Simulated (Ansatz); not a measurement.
An Ansatz (an electronic-structure program) run. Input:

Ansatz 0.2 input:
```yaml
crystal:
  lattice:
    - [4.1641609708, 0.0, 0.0]
    - [-2.0820804854, 3.6062691862, 0.0]
    - [0.0, 0.0, 19.9952488856]
  atoms:
    - { symbol: Cd, position: [0.6666666667, 0.3333333333, 0.3327545097] }
    - { symbol: Cd, position: [0.3333333333, 0.6666666667, 0.6672454903] }
    - { symbol: Cd, position: [0.0, 0.0, 0.0] }
    - { symbol: I, position: [0.3333333333, 0.6666666667, 0.0845812831] }
    - { symbol: I, position: [0.6666666667, 0.3333333333, 0.9154187169] }
    - { symbol: I, position: [0.3333333333, 0.6666666667, 0.4172754838] }
    - { symbol: I, position: [0.6666666667, 0.3333333333, 0.5827245162] }
    - { symbol: I, position: [0.0, 0.0, 0.2481833583] }
    - { symbol: I, position: [0.0, 0.0, 0.7518166417] }
kpoints:
  mp_grid: { grid: [6, 6, 2] }
  band_path:
    path:
      - [[0.0, 0.0, 0.0], [0.5, 0.0, 0.0], [0.3333333333, 0.3333333333, 0.0], [0.0, 0.0, 0.0], [0.0, 0.0, 0.5], [0.5, 0.0, 0.5], [0.3333333333, 0.3333333333, 0.5], [0.0, 0.0, 0.5]]  # Γ-M-K-Γ-A-L-H-A
      - [[0.5, 0.0, 0.5], [0.5, 0.0, 0.0]]  # L-M
      - [[0.3333333333, 0.3333333333, 0.5], [0.3333333333, 0.3333333333, 0.0]]  # H-K
      - [VBM, CBM]
    npoints: 8
basis: { xc_grid: 2 }
hamiltonian:
  xc: lda
  pseudopotentials: { kind: paw }
magnetization: { noncollinear: true, spin_orbit: true }
scf:
  n_extra_bands: 18
  convergence: { dr2_threshold: 0.0000000001 }
  occupations: { method: gaussian, width: 0.01 }
checkpoint: { write: soc.run }
output: { eigenvalues: true }
```

Output (shortened):

```
Pseudopotential: Cd, paw_fr, valence charge 20
Pseudopotential: I, paw_fr, valence charge 17
Functional definition: SPW92
non-collinear run that drives no moment, with spin-orbit …
Crystal: 9 atoms, lattice volume = 300.270 Å³
Basis set: ecut = 420 eV, 5773 PW (Γ), exchange–correlation on 60×60×270 points (8 copies of the dense FFT grid, shifted against one another)
Bands: 180, of which v1, the nominal top of the filled ones, is band 162 counted from 1 (161 counted from 0)
Symmetry: 12 space group operations + 12 with time reversal
k-points: 14 of 72
Projection manifold: j_resolved (fully-relativistic pseudo-atomic orbitals)
SCF iter   1: F=—  HF=-68527.144902 eV  |F-HF|=—  |Δ(HF+E_count)|=         —  Δρ=6.49e-2  dr2=2.77e1  dr2_m=0.00e0 (ungated)  ethr=3.10e-3  |M|=0.00e0 ∫|m|=0.00e0 μB  |m|>n=0.0e0 m-floor=0.0e0 τ_xc=0.0e0  β_m=0.30  ⟨swp⟩=9.1  Hψ=6566  notcnv=0  defer=22
preconditioner: auto → Resta (q_TF=auto, 2.462 Å⁻¹)
spin=Noncollinear: Resta preconditioning applied to the charge; magnetization (m_x, m_y, m_z) channels mix plain (no charge-response kernel on spin).
SCF iter   2: F=—  HF=-68521.152365 eV  |F-HF|=—  |Δ(HF+E_count)|=    5.99e0  Δρ=3.13e-2  dr2=7.71e0  dr2_m=0.00e0 (ungated)  ethr=3.10e-3  |M|=0.00e0 ∫|m|=0.00e0 μB  |m|>n=0.0e0 m-floor=0.0e0 τ_xc=0.0e0  β_m=0.45  ⟨swp⟩=3.0  Hψ=2056  notcnv=0  defer=170
SCF iter   3: F=—  HF=-68519.005786 eV  |F-HF|=—  |Δ(HF+E_count)|=    2.15e0  Δρ=7.51e-3  dr2=1.02e-1  dr2_m=0.00e0 (ungated)  ethr=3.10e-3  |M|=0.00e0 ∫|m|=0.00e0 μB  |m|>n=0.0e0 m-floor=0.0e0 τ_xc=0.0e0  β_m=0.65  ⟨swp⟩=3.0  Hψ=1719  notcnv=0  defer=170
SCF iter   4: F=—  HF=-68519.001286 eV  |F-HF|=—  |Δ(HF+E_count)|=   4.50e-3  Δρ=1.19e-3  dr2=6.05e-3  dr2_m=0.00e0 (ungated)  ethr=6.28e-5  |M|=0.00e0 ∫|m|=0.00e0 μB  |m|>n=0.0e0 m-floor=0.0e0 τ_xc=0.0e0  β_m=0.76  ⟨swp⟩=3.0  Hψ=2686  notcnv=0  defer=170
SCF iter   5: F=—  HF=-68519.000839 eV  |F-HF|=—  |Δ(HF+E_count)|=   4.47e-4  Δρ=5.55e-4  dr2=8.81e-4  dr2_m=0.00e0 (ungated)  ethr=3.73e-6  |M|=0.00e0 ∫|m|=0.00e0 μB  |m|>n=0.0e0 m-floor=0.0e0 τ_xc=0.0e0  β_m=0.82  ⟨swp⟩=3.0  Hψ=2350  notcnv=0  defer=170
SCF iter   6: F=—  HF=-68519.000768 eV  |F-HF|=—  |Δ(HF+E_count)|=   7.08e-5  Δρ=1.44e-4  dr2=6.68e-5  dr2_m=0.00e0 (ungated)  ethr=5.44e-7  |M|=0.00e0 ∫|m|=0.00e0 μB  |m|>n=0.0e0 m-floor=0.0e0 τ_xc=0.0e0  β_m=0.85  ⟨swp⟩=2.0  Hψ=2244  notcnv=0  defer=170
SCF iter   7: F=—  HF=-68519.000752 eV  |F-HF|=—  |Δ(HF+E_count)|=   1.59e-5  Δρ=3.97e-5  dr2=9.16e-6  dr2_m=0.00e0 (ungated)  ethr=4.12e-8  |M|=0.00e0 ∫|m|=0.00e0 μB  |m|>n=0.0e0 m-floor=0.0e0 τ_xc=0.0e0  β_m=0.92  ⟨swp⟩=2.0  Hψ=2253  notcnv=0  defer=170
SCF iter   8: F=—  HF=-68519.000516 eV  |F-HF|=—  |Δ(HF+E_count)|=   2.36e-4  Δρ=1.93e-5  dr2=1.12e-6  dr2_m=0.00e0 (ungated)  ethr=5.66e-9  |M|=0.00e0 ∫|m|=0.00e0 μB  |m|>n=0.0e0 m-floor=0.0e0 τ_xc=0.0e0  β_m=0.85  ⟨swp⟩=2.0  Hψ=2113  notcnv=0  defer=170
SCF iter  13: F=-68519.000516 eV  HF=-68519.000516 eV  |F-HF|=2.91e-11  |Δ(HF+E_count)|=  2.91e-11  Δρ=6.40e-8  dr2=1.31e-11  dr2_m=0.00e0 (ungated)  ethr=1.00e-12  |M|=0.00e0 ∫|m|=0.00e0 μB  |m|>n=0.0e0 m-floor=0.0e0 τ_xc=0.0e0  ⟨swp⟩=13.1  Hψ=5889  notcnv=0
SCF 1 converged in 13 iterations: F = -68519.000516 eV  dr2 = 1.31e-11
NSCF: frozen V_eff on 34 k-points
NSCF: frozen V_eff on 34 k-points
NSCF: frozen V_eff on 34 k-points
NSCF: frozen V_eff on 34 k-points
NSCF: frozen V_eff on 2 k-points
NSCF: frozen V_eff on 17 k-points
NSCF: frozen V_eff on 11 k-points
NSCF: frozen V_eff on 11 k-points
NSCF: frozen V_eff on 11 k-points
NSCF: frozen V_eff on 84 k-points
SCF converged after 13 iterations
Magnetization: |M| = 0.0000 μB,  M = (+0.0000, +0.0000, +0.0000) μB
Absolute magnetization: 0.0000 μB (∫|m|)
  site 0: m = (+0.0000, +0.0000, +0.0000) μB, |m| = 0.0000 μB  (R = 1.21 Å)
  site 1: m = (+0.0000, +0.0000, +0.0000) μB, |m| = 0.0000 μB  (R = 1.21 Å)
  site 2: m = (+0.0000, +0.0000, +0.0000) μB, |m| = 0.0000 μB  (R = 1.21 Å)
  site 3: m = (+0.0000, +0.0000, +0.0000) μB, |m| = 0.0000 μB  (R = 1.21 Å)
  site 4: m = (+0.0000, +0.0000, +0.0000) μB, |m| = 0.0000 μB  (R = 1.21 Å)
  site 5: m = (+0.0000, +0.0000, +0.0000) μB, |m| = 0.0000 μB  (R = 1.21 Å)
  site 6: m = (+0.0000, +0.0000, +0.0000) μB, |m| = 0.0000 μB  (R = 1.21 Å)
  site 7: m = (+0.0000, +0.0000, +0.0000) μB, |m| = 0.0000 μB  (R = 1.21 Å)
  site 8: m = (+0.0000, +0.0000, +0.0000) μB, |m| = 0.0000 μB  (R = 1.21 Å)
Free energy (F): -68519.000516 eV
Harris-Foulkes:  -68519.000516 eV  (|F-HF|=2.91e-11)
Internal energy: -68519.000516 eV  (E = F + TS)
E sigma→0 (E₀):  -68519.000516 eV
Fermi energy:    8.115913 eV
--- Per-component energies (eV) ---
  E_band       = -3678.520264
  E_kinetic    = 2659.417072
  E_local      = -24268.112559  (includes V_loc(G=0)·N_el)
  E_nonlocal   = -391.061715
  E_hartree    = 11951.483460
  E_xc         = -1292.245193
  E_vxc        = -1438.059917  (∫ρ·V_xc dr)
  E_paw        = -39827.487927  (= ΣΔE_a)
  E_vpaw       = -4143.670334  (= ΣTr[D̂ρ^β])
  E_aug_tail   = 0.000409  (compensation charges beyond the density's cutoff)
  E_ewald      = -17358.037457
  E_core_change = 7.043393  (= ΣΔE_core)
  E_smearing   =  0.000000  (= −TS)
  E_closure    = 0.000000  (closes the sum)
  Σ components = -68519.000516   (vs F -68519.000516, Δ=0.00e0)
  [band-id]    e_kinetic+e_local+e_nonlocal+2·e_hartree+e_vxc+e_vpaw+e_augmentation_tail = -3678.520123   (vs E_band -3678.520264, Δ=1.41e-4)
--- Band table (eV; the first three rows and the last of 14) ---
  k-point 0: bands = ["-94.3957", "-94.3957", "-94.3819", "-94.3819", "-94.3819", "-94.3819", "-59.6548", "-59.6548", "-59.6410", "-59.6410", "-59.6410", "-59.6410", "-53.7549", "-53.7549", "-53.7504", "-53.7504", "-53.7413", "-53.7413", "-53.7413", …
  k-point 1: bands = ["-94.3957", "-94.3957", "-94.3819", "-94.3819", "-94.3819", "-94.3819", "-59.6548", "-59.6548", "-59.6410", "-59.6410", "-59.6410", "-59.6410", "-53.7549", "-53.7549", "-53.7504", "-53.7504", "-53.7413", "-53.7413", "-53.7413", …
  k-point 2: bands = ["-94.3957", "-94.3957", "-94.3819", "-94.3819", "-94.3819", "-94.3819", "-59.6548", "-59.6548", "-59.6410", "-59.6410", "-59.6410", "-59.6410", "-53.7550", "-53.7550", "-53.7504", "-53.7504", "-53.7413", "-53.7413", "-53.7413", …
  k-point 13: bands = ["-94.3957", "-94.3957", "-94.3818", "-94.3818", "-94.3818", "-94.3818", "-59.6549", "-59.6549", "-59.6411", "-59.6411", "-59.6411", "-59.6411", "-53.7552", "-53.7552", "-53.7505", "-53.7505", "-53.7416", "-53.7416", "-53.7416", …
```

Cost: very roughly 70 core-minutes on shared cores.

Space group P-3m1. The first step of the workflow began from a Materials Project structure, measured or hypothetical; the Crystallography Open Database files this formula in space group No. 164, but the cells were not matched. Its standing as an ambient phase is unchecked. The cell was relaxed with LDA under the symmetry of its start; whether a distortion lowers the energy is not shown. A crystal of weakly bound layers computed without a dispersion correction: the cell and the soft elastic constants depend strongly on that.

Potentials: the later of the program's two PAW sets.

Ansatz is a plane-wave DFT program.
